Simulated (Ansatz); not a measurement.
The cell is GaBAs2, ordered on the zincblende lattice (I-42d) with 8 atoms a cell; cell and atoms were relaxed with r2SCAN. It is tetragonal, I-42d (No. 122); a = 5.270 Å, c = 10.212 Å in the conventional setting, 17.72 Å³ an atom. B has 4 As at 2.11 Å; As has 2 B at 2.11 Å and 2 Ga at 2.43 Å; Ga has 4 As at 2.43 Å.

```cif
data_structure
_symmetry_space_group_name_H-M 'I-42d'
_symmetry_Int_Tables_number 122
_cell_length_a 5.2699
_cell_length_b 5.2699
_cell_length_c 10.2117
_cell_angle_alpha 90.000
_cell_angle_beta 90.000
_cell_angle_gamma 90.000
_cell_volume 283.60
loop_
_atom_site_label
_atom_site_type_symbol
_atom_site_symmetry_multiplicity
_atom_site_Wyckoff_symbol
_atom_site_fract_x
_atom_site_fract_y
_atom_site_fract_z
_atom_site_occupancy
B1 B 4 a 0.00000 0.00000 0.00000 1
As1 As 8 d 0.19835 0.25000 0.12500 1
Ga1 Ga 4 b 0.50000 0.50000 0.00000 1
```

The questions ask for values computed with the PAW code Ansatz on this geometry. No magnetic order and no zero-point or thermal motion; the cell was built from a prototype and may be hypothetical.

Problem. Is there a gap with r2SCAN, and of what kind?

Solution. The r2SCAN gap is indirect, 1.12 eV (Γ to Γ–M (0.33 of the way from Γ)), below the direct gap of 1.27 eV at Γ–M (0.10 of the way from Γ).

Problem. How does the gap change from r2SCAN to PBE+SOC (8×8×8)?

Solution. PBE+SOC gives an indirect gap of 0.79 eV, from Γ to Γ–M (0.33 of the way from Γ); the least direct gap is 0.93 eV at Γ–M (0.10 of the way from Γ). Spin-orbit coupling itself accounts for -0.10 eV. The gap differs by -0.33 eV from r2SCAN's.

Problem. How does the gap change from r2SCAN to PBE0 (4×4×4)?

Solution. PBE0 gives an indirect gap of 2.14 eV, from Γ to Γ–M (0.33 of the way from Γ); the least direct gap is 2.28 eV at Γ–M (0.10 of the way from Γ). The gap differs by +1.02 eV from r2SCAN's.

Problem. Order these levels by the gap that they give, smallest first.
A. PBE
B. r2SCAN
C. PBE0
D. HSE06

Solution. A (0.88 eV), B (1.12 eV), D (1.49 eV), C (2.14 eV).

Only the levels marked +SOC include spin-orbit coupling.

Where an edge lies off the special points, it is a point of the mesh or the k point where a search put PBE's edge or least direct gap, reused for the other functionals, whose own edges may lie a little apart.

The meshes of the hybrids are coarse, so their gaps aren't converged to the digits shown.
